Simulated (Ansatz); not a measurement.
# From the elastic tensor of Li4BrF3 to moduli and sound speeds

These are results of DFT PBE, scalar-relativistic, plane waves, PAW (Ansatz 0.2.0), not measurements. Settings: 420 eV plane-wave cutoff, Γ-centred 4×4×4 mesh, fixed occupations. No spin polarisation.

Space group Pmn2_1 (No. 31), orthorhombic, a = 6.788 Å, b = 5.871 Å, c = 5.349 Å. Around Li on a site of symmetry 1 lie 3 F at 1.87–1.89 Å and 1 Br at 2.49 Å; around Li on a site of symmetry m lie 3 F at 1.90–1.95 Å and 1 Br at 2.51 Å; around Li on a second site of symmetry m lie 3 F at 2.07–2.09 Å and 2 Br at 2.60–2.75 Å; around Br lie 4 Li at 2.49–2.60 Å and 1 Li at 2.75 Å; around F on a site of symmetry 1 lie 3 Li at 1.88–1.95 Å and 1 Li at 2.09 Å; around F on a site of symmetry m lie 3 Li at 1.87–1.90 Å and 1 Li at 2.07 Å.

It was reached by relaxing an invented guess, and it needn't be the stable form of this composition.

Relaxed-ion constants (GPa, on the Cartesian axes of the calculation):
C11 = 56.4, C12 = 27.0, C13 = 25.1, C22 = 47.0, C23 = 26.9, C33 = 79.4, C44 = 16.1, C55 = 17.3, C66 = 12.0 GPa; the others vanish.

Density 2.565 g/cm³; 16 atoms in 213.18 Å³.

With S = C⁻¹: B_V = (C11+C22+C33+2(C12+C13+C23))/9, G_V = (C11+C22+C33−C12−C13−C23+3(C44+C55+C66))/15, 1/B_R = S11+S22+S33+2(S12+S13+S23), 15/G_R = 4(S11+S22+S33−S12−S13−S23)+3(S44+S55+S66); Hill is their mean. Then v_l = √((B+4G/3)/ρ), v_t = √(G/ρ), v_m = [(2/v_t³+1/v_l³)/3]^(−1/3) and Θ = (ħ/k_B)·v_m·(6π²n/V)^(1/3) for n atoms in the volume V; E = 9BG/(3B+G), ν = (3B−2G)/(2(3B+G)) and A^U = 5G_V/G_R + B_V/B_R − 6.

```json
{"Bulk modulus, Voigt / Reuss / Hill": "37.9 / 36.4 / 37.2 GPa", "Shear modulus, Voigt / Reuss / Hill": "16.0 / 15.0 / 15.5 GPa", "Young's modulus": "41 GPa", "Poisson ratio": "0.317", "Pugh ratio B/G": "2.40 (over 1.75, the rule of thumb for ductile)", "Universal anisotropy index": "0.37", "Longitudinal and transverse sound speeds": "4747 and 2457 m/s", "Debye temperature from the mean sound speed": "345 K"}
```
